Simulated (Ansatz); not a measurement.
Given:

TiSi2:
```xyz
6
Lattice="0.0000 4.1130 4.2649 2.3874 0.0000 4.2649 2.3874 4.1130 0.0000" Properties=species:S:1:pos:R:3 pbc="T T T"
Si     2.3874     5.4464     4.2649
Si     2.3874     2.7795     4.2649
Si     3.5810     4.8359     6.3974
Si     3.5810     7.5029     6.3974
Ti     0.0000     0.0000     0.0000
Ti     1.1937     2.0565     2.1325
```

This is the r²SCAN-relaxed structure.

### Question
All from r²SCAN (plane waves, PAW; program Ansatz), unless another level is named. Give the electronic character.

### Answer
metallic (no gap).

### Question
Give the formation energy from the elements (no fitted shifts).

### Answer
-0.52 eV/atom.

### Question
And the density of states at the Fermi level?

### Answer
0.36 states/eV per atom (mean over ±0.08 eV).

Space group Fddd. Symmetry was held in the r²SCAN relaxation; of distortions, only those at the zone centre were tested. No spin polarisation was allowed. The references are the lowest solids computed at this level, not always the standard phases.

Potentials: the later of the program's two PAW sets.
